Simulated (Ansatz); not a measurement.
Relaxed HfN (rock salt):

```yaml
crystal:
  lattice:
    - [0.00000, 2.26297, 2.26297]
    - [2.26297, 0.00000, 2.26297]
    - [2.26297, 2.26297, 0.00000]
  atoms:
    - { symbol: N, position: [0.00000, 0.00000, 0.00000] }
    - { symbol: Hf, position: [0.50000, 0.50000, 0.50000] }
```

In this cell atom 1 (N, nearest neighbour Hf at 2.263 Å; its periodic images, 3.2 Å or more away, move with it) is moved by u·(1.000, 0.000, 0.000) + v·(0.000, 0.000, 1.000); the rest is frozen.

Method: r2SCAN (plane waves to 500 eV, PAW, scalar-relativistic; Ansatz, a first-principles code). k mesh 14×14×14 (Γ-centred), Fermi-Dirac smearing 0.05 eV. With partly filled bands, energies and forces of such displacements shift with the k mesh and the smearing. Fu and Fv are the components of the force on the atom. HfN is run without spin polarisation. HfN was relaxed with its symmetry unable to fall. Spin-orbit coupling is left out, though Hf is heavy. The PAW data are Ansatz's earlier set. 

```csv
Fu (eV/Å),u = -0.340,u = -0.227,u = -0.113,u = 0.000,u = 0.113,u = 0.227,u = 0.340
v = -0.340,3.58,2.23,1.09,0.00,-1.09,-2.23,-3.58
v = -0.227,4.33,?,1.20,0.00,-1.20,?,-4.33
v = -0.113,?,2.76,1.28,0.00,-1.28,-2.76,?
v = 0.000,4.74,2.78,1.32,0.00,-1.32,-2.78,-4.74
v = 0.113,?,2.76,1.28,0.00,-1.28,-2.76,?
v = 0.227,4.33,?,1.20,0.00,-1.20,?,-4.33
v = 0.340,3.58,2.23,1.09,0.00,-1.09,-2.23,-3.58
```

Task: Complete the blanks.

Result: 
- v = -0.227, u = -0.227: 2.60
- v = -0.227, u = 0.227: -2.60
- v = -0.113, u = -0.340: 4.66
- v = -0.113, u = 0.340: -4.66
- v = 0.113, u = -0.340: 4.66
- v = 0.113, u = 0.340: -4.66
- v = 0.227, u = -0.227: 2.60
- v = 0.227, u = 0.227: -2.60

(A displaced cell: forces are minus the slopes of the energy, force constants its curvatures, and phonons follow from these.)
